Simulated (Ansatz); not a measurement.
**Stability checks on a candidate for Cs2Rb**

The structure comes from a generated guess, relaxed at this level; another structure or a mixture of phases may lie lower.

Level of theory: Ansatz, DFT PBE, scalar-relativistic, plane waves, PAW. Plane waves to 420 eV, a 12×12×2 mesh through Γ for the 6-atom cell and 0.10 eV Gaussian smearing; no spin polarisation.

```cif
data_structure
_symmetry_space_group_name_H-M 'P-3m1'
_symmetry_Int_Tables_number 164
_cell_length_a 5.3359
_cell_length_b 5.3359
_cell_length_c 25.9423
_cell_angle_alpha 90.000
_cell_angle_beta 90.000
_cell_angle_gamma 120.000
_cell_volume 639.66
loop_
_atom_site_label
_atom_site_type_symbol
_atom_site_symmetry_multiplicity
_atom_site_Wyckoff_symbol
_atom_site_fract_x
_atom_site_fract_y
_atom_site_fract_z
_atom_site_occupancy
Cs1 Cs 2 d 0.33333 0.66667 0.73918 1
Cs2 Cs 2 d 0.33333 0.66667 0.08688 1
Rb1 Rb 2 d 0.33333 0.66667 0.42399 1
```

The zero of energy is the elements' standard structures at the same level; no fitted shifts are applied.

Question: These tests were run: energy against the elements; phonons on a 2×2×1 q mesh. What do they show?

Answer:

```csv
test,result
energy against the elements,0.00 eV/atom
phonons on a 2×2×1 q mesh,no imaginary mode on the mesh
```

It fails none of these tests outright. Whether a mixture of other phases lies lower isn't tested here. Undecided within the accuracy: energy against the elements.

For metals, differences of a few meV/atom aren't resolved. The run for the phonons used a 12×12×2 k mesh and Fermi–Dirac smearing of 0.15 eV.
